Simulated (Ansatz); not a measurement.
One crystal and one scan (energy against volume) at two levels, PBE (plane waves to 420 eV, PAW, scalar-relativistic; Ansatz, a program for electronic structure) and r2SCAN (plane waves to 500 eV, PAW, scalar-relativistic; Ansatz), each from its own relaxed cell and on its own mesh.

The crystal is Te (trigonal-Te type, space group P3_121); the cell is scaled evenly about its relaxed volume V₀.

E stands for the smeared free energy. Spin-orbit coupling is left out, though Te is heavy. Te was relaxed with its symmetry unable to fall. The PAW data are Ansatz's earlier set. With the shape held, the modulus is that of even scaling; a crystal free to change shape is softer. Both scans cover V/V₀ from 0.900 to 1.100.

| quantity | run 1 | run 2 |
|---|---|---|
| Lattice constant a (Å) | 4.624 | 4.521 |
| Lattice constant c (Å) | 5.904 | 5.955 |
| Relaxed volume (Å³/atom) | 36.44 | 35.14 |
| Pressure at the smallest volume (GPa) | 2.9 | 3.6 |
| Energy cost of the largest compression (meV/atom) | 29 | 34 |
| Bulk modulus at fixed cell shape B₀ (third-order Birch-Murnaghan fit) (GPa) | 19.8 | 23.2 |
| Pressure derivative B₀′ (fit) | 6.0 | 7.4 |
| Pressure for 5 % compression (fit) (GPa) | 1.2 | 1.4 |

### Question
Which run is which level?

### Answer
Run 2 is PBE, run 1 is r2SCAN. PBE gives the higher value for: lattice constant c; pressure at the smallest volume; energy cost of the largest compression; bulk modulus at fixed cell shape B₀; pressure derivative B₀′. PBE gives the lower value for: lattice constant a; relaxed volume.

(A scan under strain: stresses follow from slopes of the energy per volume, elastic moduli from its curvatures.)
